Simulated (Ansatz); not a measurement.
**Structure search: one BaCr2F6 candidate**

Computed with Ansatz 0.2.0, DFT PBE, scalar-relativistic, plane waves, PAW. Cutoff 420 eV, Gaussian smearing, Γ-centred meshes. Cell and atoms relax first on a coarse mesh and then on a finer one. In between, the cell is made exact in the group found at 0.06 Å. In metals the finer mesh still leaves noise of several meV/atom or more. The steps can't lower the symmetry of their start. Collinear spin, starting moments Cr 3.0 (×2) μB.

Recipe of this trial structure of BaCr2F6: ordered vacancies on the A sites of perovskite (P4/mmm, No. 123) (occupants of the shared sites, in ratio, Ba: 1, vacant: 1). Lengths were set from tabulated atomic sizes, so they are only a guess.

```cif
data_structure
_symmetry_space_group_name_H-M 'P4/mmm'
_symmetry_Int_Tables_number 123
_cell_length_a 4.0339
_cell_length_b 4.0339
_cell_length_c 8.0678
_cell_angle_alpha 90.000
_cell_angle_beta 90.000
_cell_angle_gamma 90.000
_cell_volume 131.28
loop_
_atom_site_label
_atom_site_type_symbol
_atom_site_symmetry_multiplicity
_atom_site_Wyckoff_symbol
_atom_site_fract_x
_atom_site_fract_y
_atom_site_fract_z
_atom_site_occupancy
Ba1 Ba 1 c 0.50000 0.50000 0.00000 1
Cr1 Cr 2 g 0.00000 0.00000 0.75000 1
F1 F 4 i 0.50000 0.00000 0.75000 1
F2 F 1 a 0.00000 0.00000 0.00000 1
F3 F 1 b 0.00000 0.00000 0.50000 1
```

Energies over the elements count from the elements' standard structures at the same level (F₂ as a molecule), with no fitted energy shifts.

Task: Which structure results?

Result: The symmetry stays P4/mmm (No. 123). The volume per atom grows by 13.0 %, from 14.6 to 16.5 Å³. The shortest distance goes from 2.02 Å (Cr–F) to 1.97 Å (Cr–F). The energy falls by about 0.16 eV/atom (the start's value is from the coarse mesh). Conventional cell: a = 4.242 Å, c = 8.247 Å. Around Ba lie 8 F at 2.79 Å, 4 F at 3.00 Å and 8 Cr at 3.69 Å; Cr has 1 F at 1.97 Å, 5 F at 2.15 Å and 4 Ba at 3.69 Å; F on a site of symmetry 2mm is surrounded by 2 Cr at 2.15 Å, 2 Ba at 2.79 Å and 2 F at 2.79 Å; around F on a site of symmetry 4/mmm lie 2 Cr at 2.15 Å, 8 F at 2.79 Å and 4 Ba at 3.00 Å; around F on a second site of symmetry 4/mmm lie 2 Cr at 1.97 Å.

```xyz
9
Lattice="4.2421 0.0000 0.0000 0.0000 4.2421 0.0000 0.0000 0.0000 8.2466" Properties=species:S:1:pos:R:3 pbc="T T T"
Ba    2.1211    2.1211    0.0000
Cr    0.0000    0.0000    6.0928
Cr    0.0000    0.0000    2.1538
F     2.1211    0.0000    6.4403
F     2.1211    0.0000    1.8062
F     0.0000    2.1211    6.4403
F     0.0000    2.1211    1.8062
F     0.0000    0.0000    0.0000
F     0.0000    0.0000    4.1233
```

Task: How does it come out in energy, and is it a metal?

Result:

- Energy over the elements: −2.72 eV/atom
- Gap on the 10×10×6 mesh of the 9-atom cell: 0 eV (a metal)
- Net moment per atom: 0.89 μB
- Moment by site: Cr 3.1 (×2) μB

It lies below the elements, which doesn't yet make it stable against other compounds or structures.

The last run used collinear spin and Gaussian smearing of 0.10 eV. In such compounds of Cr a zero gap at this level may well be an artefact, since no Hubbard U is applied. The magnetic state reached may not be the lowest. Symmetry constrained the relaxation, so the result can be a saddle point. In all, the 3 runs took 13 min on 1 thread of Intel(R) Xeon(R) Platinum 8488C (Sapphire Rapids), with other jobs on the host. Site moments count only spheres around the atoms; the net moment includes the space between them.
